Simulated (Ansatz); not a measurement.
Lu on an Al site in LaYAl4

Computed with the plane-wave PAW code Ansatz (scalar-relativistic, PAW set soft_2): PBEsol, no spin polarisation, 420 eV cutoff, k-mesh 3×3×3.

The relaxed host crystal (no gap at this level of theory):

```
Al La Y
1.0
     0.00000    3.97077    3.97077
     3.97077    0.00000    3.97077
     3.97077    3.97077    0.00000
Al La Y
4 1 1
Direct
  0.87494 0.37502 0.37502
  0.37502 0.37502 0.87494
  0.37502 0.37502 0.37502
  0.37502 0.87494 0.37502
  0.75000 0.75000 0.75000
  0.00000 0.00000 0.00000
```

Supercell of 24 atoms, rows of the matrix [[1,1,-1],[-1,1,-1],[-1,1,1]] times the cell vectors; Lu on an Al site at (0.875, 0.375, 0.375) in fractions of the cell above. Atoms are relaxed at the host's cell.

Problem. How does the lattice relax around the defect?

Solution. Distances from the Lu atom (Å), by shell of the perfect crystal:

| shell | perfect crystal | relaxed, charge 0 |
| --- | --- | --- |
| 6 Al | 2.81 | 2.88 |
| 3 La | 3.29 | 3.32 |
| 3 Y | 3.29 | 3.37 |

```tsv
charge	gap of the cell on the mesh (eV)
0	0.00
```

Formation energy of the neutral defect: 1.29 eV, taking atoms from and to the elements' standard states (no corrections for gases), so it belongs to those chemical potentials alone.

Caveats: small supercell, so energies and levels can be off by tenths of an eV; the atoms kept the symmetry of the start, so a distorted state could lie lower.
